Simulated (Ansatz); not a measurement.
Polymorphs of TaTe, each relaxed with PBE (plane waves, PAW; program Ansatz):

A: CsCl type (Pm-3m)
a = b = c = 3.419 Å, α = β = γ = 90.00°

```tsv
atom	site	symmetry	x	y	z
Ta	1a	m-3m	0.0000	0.0000	0.0000
Te	1b	m-3m	0.5000	0.5000	0.5000
```

B: rock salt (Fm-3m)
a = 5.698 Å, b = 5.698 Å, c = 5.698 Å, α = 90.00°, β = 90.00°, γ = 90.00°

```csv
atom,site,symmetry,x,y,z
Ta,4a,m-3m,0.0000,0.0000,0.0000
Te,4b,m-3m,0.5000,0.5000,0.5000
```

Problem. Order them by energy per atom at 0 K (lowest first) at the level PBE.

Solution. A (+0 meV/atom), B (+604 meV/atom)

Typed or built starts, not in the databases checked: A; B. All cells were relaxed under the symmetry of their starts (and spin orders); stability against distortions was not tested throughout. Rows with no word on spin ran without spin polarisation. Spin–orbit coupling is left out wherever it is not named.

Energies hold the estimated change up to a 700 eV cutoff; steps of a few meV lie near the error of the meshes.

Potentials: the later of the program's two PAW sets.
